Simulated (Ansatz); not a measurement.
ZrSc (P-6m2), axial (c/a) deformation path

Level of theory: Ansatz 0.2.0, DFT LDA, scalar-relativistic, plane waves, PAW. The runs took a 420 eV cutoff, a Γ-centred 18×18×10 mesh and Gaussian smearing (0.15 eV). No spin polarisation. Energies are free energies at this smearing, counted from the undisturbed cell; pressure is positive in compression.

The starting cell (as given, not relaxed at this level; it stands at -6.4 GPa, and it needn't be the usual structure):

```
Zr Sc
1.0
     3.28285    0.00000    0.00000
    -1.64142    2.84303    0.00000
     0.00000    0.00000    5.15501
Zr Sc
1 1
Direct
  0.66667 0.33333 0.00000
  0.00000 0.00000 0.50000
```

At fixed volume and fractional coordinates, lengths along (0.000, 0.000, 1.000) are scaled against those across it; ρ is that ratio over its starting value. The cell is metallic on the mesh throughout.

```tsv
ρ	ΔE (meV/atom)
0.850	106.9
0.920	29.1
1.000	0.0
1.200	89.8
```

Problem. Predict the pressure (GPa) at each point.

Solution.
```
    ρ  pressure (GPa)
0.850            -6.0
0.920            -6.3
1.000            -6.4
1.200            -6.0
```